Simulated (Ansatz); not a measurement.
# CaScBO4 — Ca-43 NMR of the central transition

Cell: a diffraction structure from the COD whose atoms were relaxed with PBE, the cell held.

```cif
data_CaScBO4
_symmetry_space_group_name_H-M 'Pnma'
_symmetry_Int_Tables_number 62
_cell_length_a 10.2830
_cell_length_b 3.3636
_cell_length_c 9.4320
_cell_angle_alpha 90.000
_cell_angle_beta 90.000
_cell_angle_gamma 90.000
loop_
_atom_site_label
_atom_site_type_symbol
_atom_site_symmetry_multiplicity
_atom_site_Wyckoff_symbol
_atom_site_fract_x
_atom_site_fract_y
_atom_site_fract_z
Ca Ca 4 c 0.5890 0.7500 0.8429
Sc Sc 4 c 0.3914 0.2500 0.5727
B B 4 c 0.3042 0.2500 0.8647
O13 O 4 c 0.5025 0.7500 0.6159
O17 O 4 c 0.2427 0.2500 0.7338
O21 O 4 c 0.2675 0.7500 0.4897
O25 O 4 c 0.4377 0.2500 0.8750
```

One atom of each set is listed.

All values are calculated (Ansatz; DFT, r2SCAN, plane waves and PAW, scalar-relativistic, 500 eV cutoff, Γ-centred 3×7×3 k-points, Fermi–Dirac smearing 0.02 eV), not measured.

Ca-43 has I = 7/2 and Q = -40.80 mb (Pyykkö 2018); at 18.8 T its Larmor frequency is ν₀ = 53.9 MHz. Only the quadrupole interaction is simulated: positions count from each site's isotropic chemical shift, and J coupling is left out, as are shift anisotropy and dipolar coupling, which fast spinning averages.

Problem. Give C_Q, η, the quadrupolar product P_Q = |C_Q|(1 + η²/3)^½, the second-order isotropic shift and the breadth of the pattern (fast magic-angle spinning) for each Ca site.

Solution. 

| site | first shell | C_Q (MHz) | η | P_Q (MHz) | δ_QIS (ppm) | breadth (kHz) |
| --- | --- | --- | --- | --- | --- | --- |
| Ca | 7 O at 2.31–2.68 Å | 2.42 | 0.15 | 2.43 | -5.18 | 0.624 |

δ_QIS = −(ν_Q²/30ν₀²)[I(I+1) − 3/4](1 + η²/3) × 10⁶ ppm with ν_Q = 3|C_Q|/[2I(2I−1)]; it falls as 1/B₀² in ppm, and the breadth as 1/B₀ in kHz.

The largest force is 0.3 eV/Å, so the atoms aren't at the calculated equilibrium and relaxing them would move these values.
